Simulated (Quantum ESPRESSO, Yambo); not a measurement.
# G0W0 results for NaI

```xyz
2
Lattice="0.0000 3.2003 3.2003 3.2003 0.0000 3.2003 3.2003 3.2003 0.0000" Properties=species:S:1:pos:R:3 pbc="T T T"
Na     0.0000     0.0000     0.0000
I      3.2003     3.2003     3.2003
```

Cell and atoms were relaxed with PBEsol from Materials Project entry mp-23268, within its symmetry.

Starting point: PBEsol (pw.x of Quantum ESPRESSO, ONCV potentials, no spin-orbit coupling). G0W0 in Yambo: 4×4×4 Γ-centred k mesh, bands 2 to 146 and a 10 Ry block in the screening, 146 bands in G with the Bruneval-Gonze terminator, plasmon pole fitted at 27.2 eV.

```
Property                                             Value
-------------------------------------------------  -------
PBEsol gap along the band path                     3.59 eV
PBEsol gap between the mesh's edge points (Γ → Γ)  3.59 eV
G0W0 gap between the same points                   5.70 eV
```

| k point | band | E PBEsol (eV) | E QP (eV) | shift (eV) | Z |
|---|---|---|---|---|---|
| Γ | VB | 0.00 | -1.53 | -1.53 | 0.81 |
| Γ | CB | 3.59 | 4.17 | 0.58 | 0.84 |
| L | VB | -0.31 | -1.86 | -1.56 | 0.81 |
| L | CB | 4.96 | 5.53 | 0.57 | 0.84 |
| X | VB | -0.80 | -2.40 | -1.60 | 0.80 |
| X | CB | 4.47 | 5.09 | 0.63 | 0.84 |
| W | VB | -1.00 | -2.59 | -1.59 | 0.81 |
| W | CB | 5.88 | 6.54 | 0.67 | 0.83 |

Energies count from the PBEsol valence-band maximum.

Nearest settings tried, and what they do to the gap: 49 bands in W, 49 bands in G: -79 meV. Not varied: block, mesh. So the settings aren't converged at that level.

Without spin-orbit coupling, band edges of such heavy elements can be off by tenths of an eV.
